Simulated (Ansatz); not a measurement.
## Lattice vibrations of GaP at Γ at 40 GPa

All numbers below come from DFT LDA, scalar-relativistic, plane waves, PAW (Ansatz 0.2.0). Cutoff 420 eV, 10×10×10 k-points (Γ-centred), fixed occupations. No spin polarisation. Phonons by linear response, acoustic sum rule imposed.

The cell, relaxed at 40 GPa:
```xyz
2
Lattice="0.0000 2.4757 2.4757 2.4757 0.0000 2.4757 2.4757 2.4757 0.0000" Properties=species:S:1:pos:R:3 pbc="T T T"
Ga    0.0000    0.0000    0.0000
P     3.7136    3.7136    3.7136
```

The real crystal has changed phase below this pressure. The run warned that the force constants aren't converged on this k mesh, so the frequencies and all that is formed from them are rough. The bands were filled as in an insulator; under compression the gap may have closed between mesh points.

Question: Give the high-frequency dielectric tensor ε∞.

Answer:
```
10.00  0.00  0.00
 0.00 10.00  0.00
 0.00  0.00 10.00
```

Question: Give the Born effective charges.

Answer:
| atom | Z*xx | Z*yy | Z*zz | mean |
| --- | --- | --- | --- | --- |
| Ga (atom 1) | 1.63 | 1.63 | 1.63 | 1.63 |
| P (atom 2) | -1.63 | -1.63 | -1.63 | -1.63 |

Question: How large is the static dielectric tensor with the ions free to move, and what share of it is ionic?

Answer:
```
10.8  0.0  0.0
 0.0 10.8  0.0
 0.0  0.0 10.8
```
The ions give 8 % of its trace.

Cost: 1 run of about 0.98 core-minutes, on Intel Xeon Platinum 8259CL (Skylake/Cascade Lake) (shared hosts).